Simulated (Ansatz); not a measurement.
## ZrC (antiNiAs structure)

Method: PBEsol, scalar-relativistic; no spin polarisation; PAW, 420 eV, Γ-centred 10×10×6 mesh, 0.05 eV Gaussian smearing; code Ansatz; PAW files: Ansatz's generated set soft_2.

```
Zr C
1.0
     3.35024    0.00000    0.00000
    -1.67512    2.90140    0.00000
     0.00000    0.00000    5.22726
Zr C
2 2
Cartesian
  0.0000 1.9343 1.3068
  1.6751 0.9671 3.9204
  0.0000 0.0000 0.0000
  0.0000 0.0000 2.6136
```

The start was a prototype's sites filled with these elements. The Crystallography Open Database lists the compound in space group Fm-3m (rock salt), so this is a trial structure.

The cell is relaxed to zero pressure at this level.

The cell has space group P6_3/mmc (read at 0.01 Å). In it the stress is 0.00, 0.00, 0.03, 0.00, 0.00, 0.00 GPa and the largest force component 0.000 eV/Å. Each change below starts from this cell, without further relaxation. Stress is in GPa, positive in compression, in the order xx, yy, zz, yz, xz, xy; energies are counted from the cell above and are free energies with the smearing's entropy, which match forces and stress in a metal.

Question: One atom was moved along a Cartesian axis, and these forces appeared. Which atom, and about how far?
```
atom  Fx (eV/Å)      Fy      Fz
 Zr1      0.155  -0.002  -0.003
 Zr2      0.155   0.002   0.003
  C3     -0.072   0.000   0.000
  C4     -0.238   0.000   0.000
```

Answer: Atom 4 (C) is moved by 0.02 Å along x; the energy changes by 2.4 meV per cell.

Question: What stress follows from an engineering strain of -2 % in xx, atoms carried along?

Answer: 8.68, 2.52, 3.90, 0.00, 0.00, 0.00 GPa; the energy changes by 27.0 meV per cell.
| atom | Fx (eV/Å) | Fy | Fz |
| --- | --- | --- | --- |
| Zr1 | 0.000 | -0.022 | 0.000 |
| Zr2 | 0.000 | 0.022 | 0.000 |
| C3 | 0.000 | 0.000 | 0.000 |
| C4 | 0.000 | 0.000 | 0.000 |
The change of the stress over the strain gives a clamped-atom stiffness of about 434 GPa for this component, a secant value that lies under the elastic constant in tension and over it in compression, by several per cent for each per cent of strain.
In a harmonic crystal the energy would rise by V(½Cε² − σ₀ε), with σ₀ the stress of the unstrained cell, = 27.5 meV, which matches.
